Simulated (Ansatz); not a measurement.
Consider the following.

ZrSi$_{2}$:
Space group Fm-3m (No. 225); a = 6.2894 Å, b = 6.2894 Å, c = 6.2894 Å, α = 90.00°, β = 90.00°, γ = 90.00°

```tsv
atom	site	symmetry	x	y	z
Zr	4a	m-3m	0.0000	0.0000	0.0000
Si	8c	-43m	0.2500	0.2500	0.2500
```
(The calculation used a cell of 3 atoms; values per cell refer to that cell.)

This is the PBE-relaxed structure.

All from PBE (plane waves, PAW; program Ansatz), unless another level is named. Give the electronic character.

metallic (no gap).

And the formation energy from the elements (no fitted shifts)?

0.21 eV/atom.

And the density of states at the Fermi level?

1.0 states/eV per atom (mean over ±0.08 eV).

The cell is a constructed one: a structure type filled with these elements; neither database checked (COD, Materials Project) lists it. COD files the formula under space group No. 63, so this cell is another polymorph or a model. Its standing as an ambient phase is unchecked. Symmetry was held in the PBE relaxation; its stability against distortions is not shown here. The run is not spin-polarised. The references are the lowest solids computed at this level, not always the standard phases. Scalar-relativistic: spin–orbit coupling is off unless named, which matters more the heavier the elements.

Potentials: the later of the program's two PAW sets.
